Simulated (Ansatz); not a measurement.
Ta3Sb (A15 (Cr3Si type), Pm-3n) at seven volumes, the program Ansatz at the PBEsol level (PAW), scaled uniformly. One row is withheld.

```csv
V (Å³/atom),P (GPa)
16.357,23.30
16.897,14.27
17.436,6.57
17.975,0.00
18.514,-5.60
19.054,-10.37
19.593,?
```

Task: Fit the shown pressures and predict the withheld one.

Result: P = (3/2)B₀(x^(7/2) − x^(5/2))[1 + (3/4)(B′ − 4)(x − 1)] with x = (V₀/V)^(2/3). Least squares on the six rows gives V₀ = 17.976 Å³/atom, B₀ = 202 GPa, B′ = 4.27. At V = 19.593, x = 0.9442 and P = -14.48 GPa. The run itself gave -14.44 GPa.

The workflow started from a Materials Project entry (that database holds measured and hypothetical structures alike); the Crystallography Open Database files this formula in space group No. 223, but the cells were not matched. Whether it is the stable phase at ambient conditions was not checked. The PBEsol relaxation kept the symmetry of its start; of distortions, only those at the zone centre were tested. No spin polarisation was allowed. Scalar-relativistic: spin–orbit coupling is off unless named, which matters more the heavier the elements.

Potentials: the later of the program's two PAW sets.
